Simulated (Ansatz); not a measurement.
Co₃W (Cu3Au type, space group No. 221) under volume change, plane-wave PAW r²SCAN (Ansatz code), scaled uniformly.

```tsv
V (Å³/atom)	E − E(relaxed) (meV/atom)	P (GPa)
10.305	100.7	34.58
10.644	42.1	21.06
10.984	[?]	[?]
11.324	0.0	0.00
11.664	8.9	-8.13
12.003	33.6	-14.96
12.343	[?]	[?]
```

Fill in the missing entries.


- 10.984, E − E(relaxed) (meV/atom): 9.9
- 10.984, P (GPa): 9.64
- 12.343, E − E(relaxed) (meV/atom): 71.5
- 12.343, P (GPa): -20.69

What does a third-order Birch–Murnaghan fit give for V₀, B₀ and B′?

V₀ = 11.32 Å³/atom, B₀ = 294 GPa, B′ = 4.7.

Space group Pm-3m (Cu3Au type). The workflow started from a Materials Project entry (that database holds measured and hypothetical structures alike); the Crystallography Open Database copy checked does not list it. COD files the formula under space group No. 194. Its standing as an ambient phase is unchecked. Symmetry was held in the r²SCAN relaxation, as lowered by the spin order; whether a distortion lowers the energy is not shown. Magnetic state: ferrimagnetic, the only order run, not a proven ground state. Other orbital occupations within this spin state were not tried. Scalar-relativistic: spin–orbit coupling is off unless named, which matters more the heavier the elements.

Potentials: the later of the program's two PAW sets.
